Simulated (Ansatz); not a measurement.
An Ansatz (a first-principles code) run. Input:

Ansatz 0.2 input:
```yaml
crystal:
  lattice:
    - [-2.1479455591, 2.1479455591, 4.9727282787]
    - [2.1479455591, -2.1479455591, 4.9727282787]
    - [2.1479455591, 2.1479455591, -4.9727282787]
  atoms:
    - { symbol: Si, position: [0.3755727851, 0.3755727851, 0.0] }
    - { symbol: Si, position: [0.6244272149, 0.6244272149, 0.0] }
    - { symbol: Pt, position: [0.75, 0.25, 0.5] }
    - { symbol: Pt, position: [0.25, 0.75, 0.5] }
    - { symbol: La, position: [0.0, 0.0, 0.0] }
kpoints:
  mp_grid: { grid: [13, 13, 13] }
hamiltonian:
  xc: r2scan
  pseudopotentials: { kind: paw }
scf:
  occupations: { method: gaussian, width: 0.05 }
checkpoint: { read: metal.run }
output: { write_density: true, elf: true, volumetric_format: npy }
basis: { fft_grid_basis: typed }
```

Output (shortened):

```
Pseudopotentials: kind: paw
Pseudopotential: Si, paw, valence charge 4
Pseudopotential: Pt, paw, valence charge 18
Pseudopotential: La, paw, valence charge 11
Functional definition: r2SCAN
Crystal: 5 atoms, lattice volume = 91.770 Å³
Basis set: ecut = 500 eV, 2339 PW (Γ), exchange–correlation on 180×180×180 points (64 copies of the dense FFT grid, shifted against one another)
Bands: 38, of which v1, the nominal top of the filled ones, is band 28 counted from 1 (27 counted from 0)
Symmetry: 16 space group operations
Space group: I4/mmm (ITA 139), of the structure as read, at distance tolerance 4.5e-5 Å
k-points: 196 of 2197
PAW frozen core: Si, regenerated for the run's functional
PAW frozen core: Pt, regenerated for the run's functional
PAW frozen core: La, regenerated for the run's functional
Initial density: read from a saved state, or passed on in memory by an earlier SCF of this step, an earlier step, the calling program or the single point that …
Stability of the state it starts from, as read at its close in the unpolarized treatment …
Initial wavefunctions: pseudopotential atomic-orbital guess
Eigensolver: davidson
Functional: x = r2scan, c = r2scan; τ floored in thin density (d = 2e-4 eV/Å³)
iter 1 solved again at ethr=1.50e-7 eV; its pass at ethr=3.10e-3 eV (dr2=8.26e-5 eV) is discarded
SCF iter   1: F=—  HF=-32621.823611 eV  |F-HF|=—  |Δ(HF+E_count)|=         —  Δρ=3.77e-7  dr2=1.04e-10  dr2_τ=2.36e-11  ethr=1.50e-7  ⟨swp⟩=3.1  Hψ=49763  notcnv=0
all-band conjugate gradients solve this SCF's bands
preconditioner: auto → Kerker (q_TF=auto, 2.505 Å⁻¹)
SCF iter   2: F=-32621.823611 eV  HF=-32621.823611 eV  |F-HF|=3.27e-11  |Δ(HF+E_count)|=   8.76e-8  Δρ=2.02e-7  dr2=3.95e-11  dr2_τ=2.31e-11  ethr=1.00e-12  ⟨swp⟩=6.4  Hψ=30706  notcnv=0
SCF 1 converged in 2 iterations: F = -32621.823611 eV  dr2 = 3.95e-11
SCF converged after 2 iterations
Free energy (F): -32621.823611 eV
Harris-Foulkes:  -32621.823611 eV  (|F-HF|=3.27e-11)
Internal energy: -32621.820524 eV  (E = F + TS)
E sigma→0 (E₀):  -32621.822067 eV
Entropy (-TS):   -0.003087 eV (-0.617 meV/atom)
Fermi energy:    15.427056 eV
--- Per-component energies (eV) ---
  E_band       = -515.362912
  E_kinetic    = 1555.944628
  E_local      = -5231.382599  (includes V_loc(G=0)·N_el)
  E_nonlocal   = 542.881031
  E_hartree    = 2083.985796
  E_xc         = -740.225336
  E_vxc        = -943.479331  (∫ρ·V_xc dr)
  E_paw        = -25436.170348  (= ΣΔE_a)
  E_vpaw       = -663.824204  (= ΣTr[D̂ρ^β])
  E_aug_tail   = 0.000320  (compensation charges beyond the density's cutoff)
  E_vtau       = 56.526055  (kinetic-family band-sum trace: ∫τ·v_τ [+ j·A + Jᵃ·Aᵃ] dr)
  E_ewald      = -5396.306673
  E_core_change = -0.547342  (= ΣΔE_core)
  E_smearing   = -0.003087  (= −TS)
  E_closure    =  0.000000  (closes the sum)
  Σ components = -32621.823611   (vs F -32621.823611, Δ=0.00e0)
  [band-id]    e_kinetic+e_local+e_nonlocal+2·e_hartree+e_vxc+e_vpaw+e_augmentation_tail+e_vtau = -515.362509   (vs E_band -515.362912, Δ=4.04e-4)
--- Band table (eV; the first three rows and the last of 196) ---
  k-point 0: bands = ["-85.4267", "-85.4201", "-39.1204", "-39.1204", "-39.0558", "-39.0368", "-39.0280", "-39.0280", "-18.0461", "-1.4908", "-1.3277", "-1.3277", "3.7813", "6.7851", "8.5051", "9.8512", "10.0052", "10.0052", "11.7888", "11.7888", "12.0563", "12.6855", "12.8115", "12.9188", "13.6322", "13.6322", "14.2996", "14.8367", "16.6170", "16.6170", "17.2259", "18.1217", "18.2976", "18.3638", "18.3638", "18.5943", "19.1490", "19.1490"]
  k-point 1: bands = ["-85.4265", "-85.4202", "-39.1211", "-39.1147", "-39.0552", "-39.0373", "-39.0340", "-39.0275", "-18.0441", "-1.4879", "-1.3572", "-1.3409", "3.9134", "6.8239", "8.6020", "9.7415", "10.0770", "10.0824", "11.5162", "11.6196", "12.0369", "12.7798", "12.8061", "12.8552", "13.0605", "13.7561", "14.6055", "14.7751", "16.2437", "16.8325", "17.5105", "18.1323", "18.2999", "18.3463", "18.3602", "18.4432", "19.2076", "19.2520"]
  k-point 2: bands = ["-85.4260", "-85.4208", "-39.1228", "-39.0987", "-39.0537", "-39.0505", "-39.0388", "-39.0262", "-18.0388", "-1.4801", "-1.4283", "-1.3770", "4.2722", "6.9298", "8.7693", "9.5902", "10.2767", "10.2820", "10.9792", "11.1019", "12.0191", "12.4752", "12.5248", "12.6558", "12.9676", "14.0712", "14.6744", "14.7968", "15.7029", "17.3013", "17.9572", "18.1580", "18.2936", "18.2942", "18.3402", "18.3440", "19.3410", "19.4203"]
  k-point 195: bands = ["-85.4266", "-85.4202", "-39.1192", "-39.1191", "-39.0556", "-39.0369", "-39.0295", "-39.0294", "-18.0410", "-1.6463", "-1.3371", "-1.3120", "5.2176", "5.2962", "9.0996", "9.7750", "9.7874", "9.9389", "10.9501", "11.1000", "11.4061", "11.5605", "12.8666", "13.8387", "13.9885", "14.7465", "15.8768", "16.2974", "17.6198", "17.7826", "17.7946", "17.9442", "18.1538", "18.2334", "18.5429", "18.5752", "19.1140", "19.2728"]
  band table: 38 of 38 bands, residual norms ≤ 1.0e-3 eV
```

Cost: about 50 core-seconds (a rough figure) on shared cores.

The workflow started from an entry of the Crystallography Open Database (COD). Whether it is the stable phase at ambient conditions was not checked. The cell was relaxed with r²SCAN under the symmetry of its start; whether a distortion lowers the energy is not shown. No spin polarisation was allowed. Scalar-relativistic: spin–orbit coupling is off unless named, which matters more the heavier the elements.

Potentials: the later of the program's two PAW sets.

Ansatz is a plane-wave DFT program.
